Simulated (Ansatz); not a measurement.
**Magnetic states of chromium, diamond**

Level of theory: DFT, PBEsol, plane waves (420 eV) with PAW, scalar-relativistic in Ansatz 0.2.0. (PAW data from PBE, frozen cores regenerated.)

Each start was relaxed and then solved on a dense mesh, with Fermi-Dirac smearing of 0.05 eV (0.1 eV in a metal without spin) extrapolated to zero. Rows within 2 meV/atom of each other tie.

(1) Where does each start end, and how do the energies compare? Starts: non-magnetic; antiferromagnetic.

## Answers

(1) 
```tsv
start	ends	ΔE (meV/atom)	V (Å³/atom)
antiferromagnetic	antiferromagnetic, largest moment 2.16 μB in the atomic sphere	0.0	17.54
non-magnetic	spin not included	133.8	15.75
```
